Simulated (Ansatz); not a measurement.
# Relaxing HfIr₃ in the AuCu3-type structure

**The experiment.** The Crystallography Open Database holds a cell as deposited of cubic HfIr3 (space group Pm-3m), temperature not stated (1964): a = 3.926 Å, 15.13 Å³/atom.

Computed with Ansatz (plane waves, PAW, 420 eV cutoff): PBEsol, scalar-relativistic, no spin polarisation, 8×8×8 k-mesh, Gaussian smearing of 0.05 eV; PAW files: Ansatz's generated set soft_2.

The start was a prototype's sites filled with these elements; the Crystallography Open Database holds the compound in this structure.

The first cell, 1 % over the database's volume:

```xyz
4
Lattice="3.9390 0.0000 0.0000 0.0000 3.9390 0.0000 0.0000 0.0000 3.9390" Properties=species:S:1:pos:R:3 pbc="T T T"
Hf    0.0000    0.0000    0.0000
Ir    0.0000    1.9695    1.9695
Ir    1.9695    1.9695    0.0000
Ir    1.9695    0.0000    1.9695
```

The first steps of the search for zero pressure:

```
run   level  k-mesh        kind  V (Å³/atom)  P (GPa)  gap on the mesh (eV)
  1  PBEsol   8×8×8  fixed cell        15.28     -3.4                 metal
```

(1) At which volume does PBEsol reach zero pressure?

Answer:

(1) 15.10 Å³/atom, about 1.1 % under the start.

The steps that followed:

```
run   level  k-mesh        kind  V (Å³/atom)  P (GPa)  E − E(final) (meV/atom)  gap on the mesh (eV)
  2  PBEsol   8×8×8  fixed cell        14.93      3.7                      2.0                 metal
  3  PBEsol   8×8×8  fixed cell        15.10      0.0                      0.0                 metal
```

The cell is relaxed to zero pressure at this level.

The final structure (symmetry read at 0.01 Å). The structure is cubic, space group Pm-3m (No. 221). Conventional cell: a = 3.924 Å, b = 3.924 Å, c = 3.924 Å, α = 90.00°, β = 90.00°, γ = 90.00°. Hf (site symmetry m-3m) has 12 Ir at 2.77 Å as nearest neighbours. Ir (site symmetry 4/mmm) has 4 Hf at 2.77 Å and 8 Ir at 2.77 Å as nearest neighbours. (Shells end 15 % past the nearest neighbour.)

| atom | site | symmetry | x | y | z |
| --- | --- | --- | --- | --- | --- |
| Hf | 1a | m-3m | 0.0000 | 0.0000 | 0.0000 |
| Ir | 3c | 4/mm.m | 0.0000 | 0.5000 | 0.5000 |

At the final geometry the gap, band path included, is zero (metallic). The equation of state gives B0 = 306 GPa and B0′ = 4.7. Against the elements' standard states, run alike and uncorrected, the formation energy is -0.77 eV/atom. 

**What lies behind the numbers.**

With 77 valence electrons in the calculation's cell and no magnetic order, the bands, two electrons each, can't all be full or empty: band theory demands a metal. (Only strong correlation, outside this picture, could make a Mott insulator of it.)

**Against experiment.** PBEsol gives 3.924 Å and 15.10 Å³/atom, −0.2 % in volume (−0.1 % in length) from the database's cell. Agreement this close is partly luck: the calculation is for a static lattice, the crystal has zero-point motion and thermal expansion.

For elements this heavy, spin–orbit coupling would shift levels and gaps; it isn't included here.
